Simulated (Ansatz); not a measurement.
Relaxed-ion elastic tensor of NaCl3 (A15 (Cr3Si type), Pm-3n) in GPa (Voigt order), PBEsol (plane waves, PAW; program Ansatz); density 2.75 g/cm³, 19.52 Å³ per atom.

```
36.4  37.6  37.6   0.0   0.0   0.0
37.6  36.4  37.6   0.0   0.0   0.0
37.6  37.6  36.4   0.0   0.0   0.0
 0.0   0.0   0.0  14.5   0.0   0.0
 0.0   0.0   0.0   0.0  14.5   0.0
 0.0   0.0   0.0   0.0   0.0  14.5
```

Is the crystal mechanically stable?

No: the smallest eigenvalue of C is -1.3 GPa.

The workflow started from a Materials Project entry (that database holds measured and hypothetical structures alike); the Crystallography Open Database copy checked does not list it. Its standing as an ambient phase is unchecked. The cell was relaxed with PBEsol under the symmetry of its start. At this level the phase is mechanically unstable. As this level gives no gap, shear constants depend on the k-mesh and smearing (Fermi–Dirac, 0.1 eV here).

Potentials: the later of the program's two PAW sets.
